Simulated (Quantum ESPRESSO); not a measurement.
# MgAl3N3O: convergence and cost over cutoff and k mesh

Simulated, not a measurement. The program is pw.x of Quantum ESPRESSO 7.5 (plane-wave density functional theory). The cell is made up: 8 atoms on a rocksalt lattice, with randomly drawn elements, strain and displacements, not relaxed. PseudoDojo standard norm-conserving files (v0.5 for PBE, v0.4.1 for LDA and PBEsol) set the functional; there is no spin polarisation, spin-orbit coupling or dispersion term, and the masses in the input are unused placeholders.

Input of the run in row 2:

```
&control calculation='scf', pseudo_dir='./dojo.nc.sr.pbe.v0_5.standard.upf', outdir='./o', disk_io='medium', tprnfor=.true., tstress=.true. /
&system ibrav=0, nat=8, ntyp=4, nbnd=26, ecutwfc=84.00895049, nosym=.true., tot_charge=0,
 occupations='smearing', smearing='fd', degauss=0.0018374661
/
&electrons conv_thr=7.350e-09, electron_maxstep=60, /
ATOMIC_SPECIES
Al 1.0 Al.upf
Mg 1.0 Mg.upf
N 1.0 N.upf
O 1.0 O.upf
CELL_PARAMETERS angstrom
4.1304 -0.023 0.0182
-0.023 4.1261 0.0183
0.0182 0.0183 4.088
ATOMIC_POSITIONS angstrom
Mg 0.0384 0.0396 -0.0291
Al 0.0336 2.0831 2.0644
Al 2.0523 -0.015 2.0785
Al 2.06 2.047 0.0015
N 2.0398 -0.0753 -0.0292
O 2.0863 2.0673 2.0203
N 4.1256 0.0185 2.061
N 4.1551 2.0346 -0.0031
K_POINTS automatic
4 4 4 1 1 1
```

The same cell was run at these settings. Meshes are shifted by half a step, and differences are from the last row, which is itself not exact.

| cutoff (eV) | k mesh | k points solved | threshold (eV) | free energy less the last row's (eV) | pressure (GPa) | largest stress difference (GPa) | largest force difference (eV/Å) | iterations | wall time (s) | k-point pools | processor |
| --- | --- | --- | --- | --- | --- | --- | --- | --- | --- | --- | --- |
| 800 | 2 x 2 x 2 | 4 | 1e-04 | 1.305 | -16.70 | 19.33 | 0.020 | 9 | 17 | 1 | AMD EPYC, Zen 5 class |
| 1143 | 4 x 4 x 4 | 32 | 1e-07 | 0.003 | 2.50 | 0.00 | 0.003 | 11 | 148 | 1 | AMD EPYC, Zen 5 class |
| 1437 | 6 x 6 x 6 | 108 | 1e-07 | 0.000 | 2.50 | 0.00 | 0.000 | 11 | 588 | 1 | AMD EPYC, Zen 5 class |

Each pool is one process. Wall times include start-up and a band step at six k points, which weighs most on the coarsest meshes. The runs were on shared virtual cores whose load varied, so times are rough.